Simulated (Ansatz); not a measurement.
All numbers below come from DFT PBE, scalar-relativistic, plane waves, PAW in Ansatz. All cells share a 420 eV cutoff and Γ-centred k meshes spaced at most about 0.3 Å⁻¹ (about 0.25 or finer for metals, 2π included). No spin polarisation in the final relaxations.

All energies are static (0 K, no zero-point motion).

Compare these two cells of TeO₅, each relaxed at this level.

A.

```
CELL_PARAMETERS angstrom
-2.20168 2.20168 4.42769
2.20168 -2.20168 4.42769
2.20168 2.20168 -4.42769
ATOMIC_POSITIONS crystal
Te 0.00000 0.00000 0.00000
O 0.08394 0.58394 0.50000
O 0.58394 0.08394 0.50000
O 0.91606 0.41606 0.50000
O 0.41606 0.91606 0.50000
O 0.50000 0.50000 0.00000
```

B.

```
CELL_PARAMETERS angstrom
3.00765 0.00000 0.00000
0.00000 3.00765 0.00000
0.00000 0.00000 10.76646
ATOMIC_POSITIONS crystal
Te 0.50000 0.50000 0.00000
O 0.50000 0.50000 0.44333
O 0.50000 0.50000 0.55667
O 0.00000 0.00000 0.11279
O 0.00000 0.00000 0.88721
O 0.00000 0.00000 0.50000
```

Question: Which would you expect to be lower, and how large is the difference?

Answer: A is lower, by 9 meV/atom. A has space group I4/mmm (No. 139), 14.3 Å³/atom and no gap on its mesh; B has space group P4/mmm (No. 123), 16.2 Å³/atom and no gap. Counting O atoms around Te (those within 1.25 times the shortest such distance or 1.15 times the sum of covalent radii, 1.27 where that leaves under three; the shortest distance is added where it exceeds 1.18 times the sum of covalent radii), A has Te 8 and B has Te 8 from 2.4 Å. A holds O–O pairs (shortest 1.49 Å, as in peroxide); B holds Te–Te nets (shortest 3.01 Å) and O–O pairs (shortest 1.22 Å, as in O₂). Even the lower one lies +0.84 eV/atom against the reference forms of the elements (uncorrected), so neither is stable at this level. In A, Te has 8 O at 2.32 Å; O on a site of symmetry 2mm has 1 O at 1.49 Å, 2 O at 2.32 Å and 2 Te at 2.32 Å; around O on a site of symmetry 4/mmm lie 8 O at 2.32 Å (long against covalent radii, as for large ions). In B, around Te lie 8 O at 2.45 Å and 4 Te at 3.01 Å; around O on a site of symmetry 4mm lie 1 O at 1.22 Å and 4 O at 2.21 Å; O on a second site of symmetry 4mm is surrounded by 1 O at 2.43 Å, 4 Te at 2.45 Å and 4 O at 3.01 Å; 1 more site not described. Both come from invented guesses.

The k mesh leaves some 4 meV/atom of noise in the energy of each metallic cell. No dispersion correction is applied, so the spacing and binding between layers, chains or molecules are poorly described (I4/mmm, P4/mmm), and this can change margins and order among such cells. Spin–orbit coupling, which can matter for Te, is left out. O stands nearly free of neighbours here, and without spin polarisation the energy of such atoms comes out too high. Cells relaxed within their symmetry can be saddle points.
